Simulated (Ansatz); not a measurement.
Relaxed Au (fcc, Cu type):

```
Au
1.0
    4.08334     0.00000     0.00000
    0.00000     4.08334     0.00000
    0.00000     0.00000     4.08334
Au
4
Direct
  0.00000   0.00000   0.00000
  0.50000   0.50000   0.00000
  0.50000   0.00000   0.50000
  0.00000   0.50000   0.50000
```

Level of theory: PBEsol (plane waves to 420 eV, PAW, scalar-relativistic; Ansatz, a program for electronic structure). k mesh 9×9×9 (Γ-centred), Fermi-Dirac smearing 0.05 eV. With partly filled bands, energies and forces of such displacements shift with the k mesh and the smearing. Au was relaxed with its symmetry unable to fall. Spin-orbit coupling is left out, though Au is heavy. The PAW data are Ansatz's earlier set.

One atom of the cell was then moved (with its periodic images), all else fixed, and the forces (eV/Å) came out as:

```tsv
atom	Fx	Fy	Fz
Au1	-1.262	0.556	0.000
Au2	0.556	-1.262	0.000
Au3	3.428	3.428	0.000
Au4	-2.722	-2.722	0.000
```

Problem. Which atom was moved, and by which vector (Å)?

Solution. Au3, by (-0.33, -0.33, 0.00), 0.46 Å in all.

(A displaced cell: forces are minus the slopes of the energy, force constants its curvatures, and phonons follow from these.)
